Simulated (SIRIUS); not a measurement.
SIRIUS is run on AlN (P6_3mc, 4 atoms in the cell; from Materials Project mp-661), and the run fails. The aim is a self-consistent single point with DFT, LDA (PW92), plane waves, PseudoDojo 0.4 standard norm-conserving LDA (tails mended) pseudopotentials.

The input file:

```json
# run as: sirius.scf --output=output.json
# file: sirius.json
{
  "control": {
    "processing_unit": "cpu",
    "verbosity": 2,
    "num_bands_to_print": 1000,
    "print_forces": true,
    "print_stress": true,
    "spglib_tolerance": 0.0001
  },
  "parameters": {
    "electronic_structure_method": "pseudopotential",
    "xc_functionals": ["XC_LDA_X", "XC_LDA_C_PW"],
    "gk_cutoff": 9.165,
    "pw_cutoff": 18.331,
    "ngridk": [12, 12, 7],
    "smearing": "gaussian",
    "smearing_width": 0.000734986,
    "num_bands": 12,
    "num_mag_dims": 0,
    "num_dft_iter": 100,
    "energy_tol": 1e-07,
    "density_tol": 1e-06
  },
  "mixer": {
    "type": "anderson",
    "beta": 0.3,
    "use_hartree": false
  },
  "unit_cell": {
    "lattice_vectors": [
      [1.0000000433, 0.0, 0.0],
      [-0.5000000217, 0.8660253077, 0.0],
      [0.0, 0.0, 1.6035850711]
    ],
    "lattice_vectors_scale": 5.912178,
    "atom_coordinate_units": "lattice",
    "atom_types": ["Al", "N"],
    "atom_files": {
      "Al": "Al.upf.json",
      "N": "N.upf.json"
    },
    "atoms": {
      "Al": [
        [0.666667, 0.333333, 0.49929],
        [0.333333, 0.666667, 0.99929]
      ],
      "N1": [
        [0.666667, 0.333333, 0.88071],
        [0.333333, 0.666667, 0.38071]
      ]
    }
  }
}
```

Output (repeated stretches shortened):

```
[json.exception.out_of_range.403] key 'N' not found
--------------------------------------------------------------------------
Sorry!  You were supposed to get help about:
    mpi-abort
from the file:
    help-mpi-api.txt: No such file or directory
But I couldn't find that topic in the file.  Sorry!
--------------------------------------------------------------------------
```

The fault is an atom label that is not in the list of species. Labels in the positions must match the species card. To fix it, correct the label. The program stopped before any SCF iteration.

An input that runs soundly differs in these lines (not the only fix; some lines may just follow from the change or write a value another way):
```diff
-      "N1": [
+      "N": [
```

With that input, the run converged in 24 iterations: free energy E − TS -698.9349 eV; pressure -8.97 GPa; largest force (vector length) 0.005 eV/Å (DFT, LDA (PW92), plane waves, PseudoDojo 0.4 standard norm-conserving LDA (tails mended) pseudopotentials).

On the sound run: the structure comes from a collection of computed structures, made at another level of theory; the collection holds predicted forms beside known ones.

“Tails mended”: in these copies of the files the far tail of each local potential was reset to the Coulomb form.
